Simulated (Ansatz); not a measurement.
SnPt (NiAs type, P6_3/mmc) at seven volumes, plane-wave PAW LDA (Ansatz code), shape and atoms relaxed at each. One row is withheld.

| V (Å³/atom) | P (GPa) |
|---|---|
| 17.834 | ? |
| 18.421 | 11.33 |
| 19.009 | 5.14 |
| 19.597 | 0.00 |
| 20.185 | -4.26 |
| 20.773 | -7.77 |
| 21.361 | -10.63 |

Fit the shown pressures and predict the withheld one.

Third-order Birch–Murnaghan: P = (3/2)B₀(x^(7/2) − x^(5/2))[1 + (3/4)(B′ − 4)(x − 1)] with x = (V₀/V)^(2/3). Least squares on the six rows gives V₀ = 19.596 Å³/atom, B₀ = 155.4 GPa, B′ = 5.35. At V = 17.834, x = 1.0648 and P = 18.84 GPa. The run itself gave 18.77 GPa.

The first step of the workflow began from a Materials Project structure, measured or hypothetical; the Crystallography Open Database files this formula in space group No. 194, but the cells were not matched. Its standing as an ambient phase is unchecked. The LDA relaxation kept the symmetry of its start; whether a distortion lowers the energy is not shown. The run is not spin-polarised. Scalar-relativistic: spin–orbit coupling is off unless named, which matters more the heavier the elements.

Potentials: the later of the program's two PAW sets.
